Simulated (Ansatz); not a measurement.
## Two-dimensional strain map in W

All numbers below come from Ansatz, DFT LDA, scalar-relativistic, plane waves, PAW. Settings: plane waves to 420 eV, k-mesh 20×20×20 (Γ-centred), Gaussian smearing 0.15 eV. Spin–orbit coupling is left out, which can shift energies with elements as heavy as these. No spin polarisation. Energies are free energies at this smearing, counted from the undisturbed cell; pressure is positive in compression.

The starting cell (as given, not relaxed at this level; it stands at -17.8 GPa; this fcc form isn't the usual structure):

```xyz
1
Lattice="0.0000 2.0300 2.0300 2.0300 0.0000 2.0300 2.0300 2.0300 0.0000" Properties=species:S:1:pos:R:3 pbc="T T T"
W     0.0000    0.0000    0.0000
```

The cell is strained by p along both x and y and by q along z, fractional coordinates fixed. Points are written (p, q).

Energy above the undisturbed cell in meV/atom (a dash: not computed):

| p \ q | -0.030 | 0.000 | 0.030 |
| --- | --- | --- | --- |
| -0.030 | -52.6 | -71.3 | -74.4 |
| 0.000 | -54.6 | 0.0 | 57.7 |
| 0.030 | 27.0 | 144.8 | – |

Pressure in GPa:

| p \ q | -0.030 | 0.000 | 0.030 |
| --- | --- | --- | --- |
| -0.030 | 8.3 | -1.4 | -9.9 |
| 0.000 | -10.2 | -17.8 | -24.4 |
| 0.030 | -24.4 | -30.1 | – |